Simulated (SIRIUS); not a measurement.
Worked example: self-consistent single point of Sn₂SeS (Pmc2_1, 8 atoms in the cell; from Materials Project mp-1218960, changed as shown) in SIRIUS.

Method: LDA (PW92), GBRV LDA ultrasoft pseudopotentials (plane waves; SIRIUS 7.12.0).

The change in words: lattice scaled by 0.98. Reference geometry (Pmc2_1):
```
CELL_PARAMETERS angstrom
      4.03850     0.00000     0.00000
      0.00000     4.65176     0.00000
      0.00000     0.00000    11.48963
ATOMIC_POSITIONS crystal
  Sn 0.00000 0.10539 0.61744
  Sn 0.00000 0.89461 0.11744
  Sn 0.50000 0.35857 0.37707
  Sn 0.50000 0.64143 0.87707
  Se 0.00000 0.75679 0.35275
  Se 0.00000 0.24321 0.85275
  S  0.50000 0.74453 0.65274
  S  0.50000 0.25547 0.15274
```

Reference input (self-consistent single point, DFT, LDA (PW92), plane waves, GBRV LDA ultrasoft pseudopotentials): parameters.ngridk = 4 4 2; parameters.xc_functionals = [XC_LDA_X, XC_LDA_C_PW]; parameters.gk_cutoff = 6.325 1/bohr; parameters.pw_cutoff = 14.143 1/bohr; parameters.smearing = fermi_dirac; parameters.smearing_width = 0.00183747 Ha; potentials = GBRV LDA ultrasoft pseudopotentials; parameters.electronic_structure_method = pseudopotential; parameters.num_bands = 48; parameters.num_mag_dims = 0; parameters.num_dft_iter = 100; parameters.energy_tol = 1e-07 Ha. This run's input differs from it in these lines:

```diff
@@ -32,5 +32,5 @@
     "lattice_vectors": [
-      [7.6316589543, 0.0, 0.0],
-      [0.0, 8.7905523975, 0.0],
-      [0.0, 0.0, 21.7122539733]
+      [7.4790257752, 0.0, 0.0],
+      [0.0, 8.6147417275, 0.0],
+      [0.0, 0.0, 21.2780081379]
     ],
@@ -45,14 +45,14 @@
       "Sn": [
-        [0.0, 0.9264363172, 13.4060140933],
-        [0.0, 7.8641160803, 2.5498871066],
-        [3.8158294772, 3.1520283732, 8.1870396057],
-        [3.8158294772, 5.6385240243, 19.0431665923]
+        [0.0, 0.9079076307, 13.1378933447],
+        [0.0, 7.7068340968, 2.4988892757],
+        [3.7395128876, 3.0889879412, 8.0232985286],
+        [3.7395128876, 5.5257537863, 18.6623025975]
       ],
       "Se": [
-        [0.0, 6.6526021489, 7.6589975891],
-        [0.0, 2.1379502486, 18.5151245757]
+        [0.0, 6.5195503919, 7.5058173707],
+        [0.0, 2.0951913355, 18.1448214396]
       ],
       "S": [
-        [3.8158294772, 6.5448299765, 14.1724566585],
-        [3.8158294772, 2.245722421, 3.3163296719]
+        [3.7395128876, 6.4139336584, 13.889007032],
+        [3.7395128876, 2.2008080691, 3.250002963]
       ]
```

Output (repeated stretches shortened):

```
[find] density tolerance         : 1e-06
[find] total energy tolerance    : 1e-07
[find] iter_solver_tol (initial) : 0.01
[find] iter_solver_tol (target)  : 1e-13
[find] num_dft_iter              : 100
Charges and magnetic moments
--------------------------------------------------------------------------------
total charge          : 80.000000
[find] | SCF iteration   0 out of 100|
[diagonalize] iterative solver tolerance (occupied, empty): 0.01 0.01
[diagonalize] average number of iterations: 2.11111
[find] Charges and magnetic moments
[find] total charge          : 80.000000
[find] Energy
   [... lines left out ...]

[find] Charges and magnetic moments
[find] total charge          : 80.000000
[find] Energy
[find] smearing (-TS)                 :      -0.00000107
[find] Total energy                   :    -385.22909786 (Ha),    -770.45819573 (Ry)
[find] Free energy (E-TS)             :    -385.22909894 (Ha),    -770.45819788 (Ry)
[find] band gap (eV)                  :       0.77904209
[find] Efermi                         :       0.30627869
[find] iteration : 34, RMS (target) : 4.7065e-07 (1.0000e-06) , energy difference (target) : -2.4670e-11 (1.0000e-07)
[find] bands are converged : false
[find] iterative solver converged : false
[find] converged after 35 SCF iterations!
[find] Charges and magnetic moments
[find] total charge          : 80.000000
[find] Energy
[find] smearing (-TS)                 :      -0.00000107
[find] Total energy                   :    -385.22909786 (Ha),    -770.45819573 (Ry)
[find] Free energy (E-TS)             :    -385.22909894 (Ha),    -770.45819788 (Ry)
[find] band gap (eV)                  :       0.77904209
[find] Efermi                         :       0.30627869
[ground_state] === stress tensor components [kbar] ===
[ground_state] === stress_total ===
[ground_state]    -7.369764    0.000000    0.000000
[ground_state]     0.000000    7.221870    0.000000
[ground_state]     0.000000    0.000000   -3.812319
[ground_state] ==== total Forces in Ha/bohr =====
   [... lines left out ...]
[ground_state] atom:    3, force:       0.0000000      0.0050701      0.0055348
[ground_state] atom:    4, force:       0.0000000      0.0051674      0.0042760
[ground_state] atom:    5, force:       0.0000000     -0.0051674      0.0042760
[ground_state] atom:    6, force:       0.0000000     -0.0048620     -0.0043830
[ground_state] atom:    7, force:       0.0000000      0.0048620     -0.0043830
```

The run converged in 35 iterations. SIRIUS prints the stress tensor with tension positive. Against the reference run the free energy falls by 14.8 meV/atom, the pressure goes from -3.05 to 0.13 GPa, the largest force goes from 0.070 to 0.386 eV/Å and the gap on the mesh goes from 0.959 to 0.779 eV.

The structure comes from a collection of computed structures, made at another level of theory; the collection holds predicted forms beside known ones.

Cost on one core: very roughly 4 core-minutes.

The gap that the log prints is read on the run's mesh, which can miss the band edges or a crossing.
